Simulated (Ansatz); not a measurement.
AgI (zinc blende, F-43m), LDA in the plane-wave PAW code Ansatz: ε∞ = 5.93, cell volume 63.95 Å³. Infrared-active transverse modes:

```json
[
 {"ω_TO (cm⁻¹)": "117.5", "oscillator strength S_xx (e²/amu)": "0.02389"}
]
```

Compute the static dielectric constant.

Each mode adds (4.921e7/V) S/ω²: 1.33. So ε0 = 7.26.

What LO frequency does the Lyddane–Sachs–Teller relation give?

ω_LO = ω_TO √(ε0/ε∞) = 130 cm⁻¹.

Symmetry was held in the LDA relaxation. The run is not spin-polarised. Scalar-relativistic: spin–orbit coupling is off unless named, which matters more the heavier the elements.

Potentials: the earlier of the program's two PAW sets. The files were generated under PBE; for other functionals the program regenerates the frozen cores, and for LDA and PBEsol the local potential too.
